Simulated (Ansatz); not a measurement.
Values for one crystal, relaxed and computed with r²SCAN (plane waves, PAW; program Ansatz); other levels are named.

- Volume per atom: 18.81 Å³
- Electronic character: metallic (no gap)
- Pressure derivative B′: 4.5
- Formation energy from the elements (no fitted shifts): -0.45 eV/atom
- Density of states at the Fermi level: 0.42 states/eV per atom (mean over ±0.08 eV)
- Bulk modulus (Birch–Murnaghan fit): 107 GPa

Q: Which of these materials gives this?
(A) Tc2N, P6_3/mmc (Tc on 4f, N on 2d)
(B) TiGeSb, P4/nmm (Ti on 2c, Ge on 2a, Sb on 2c)
(C) FeSi, P2_13 (Fe on 4a, Si on 4a)
(D) GdSe2, P4/nmm (Gd on 2c, Se on 2a, Se on 2c)

A: B, TiGeSb, P4/nmm (Ti on 2c, Ge on 2a, Sb on 2c)

The workflow started from an entry of the Crystallography Open Database (COD, 295 K). Whether it is the stable phase at ambient conditions was not checked. The r²SCAN relaxation kept the symmetry of its start; its stability against distortions is not shown here. No spin polarisation was allowed. The references are the lowest solids computed at this level, not always the standard phases. Spin–orbit coupling is left out wherever it is not named.

Potentials: the later of the program's two PAW sets.
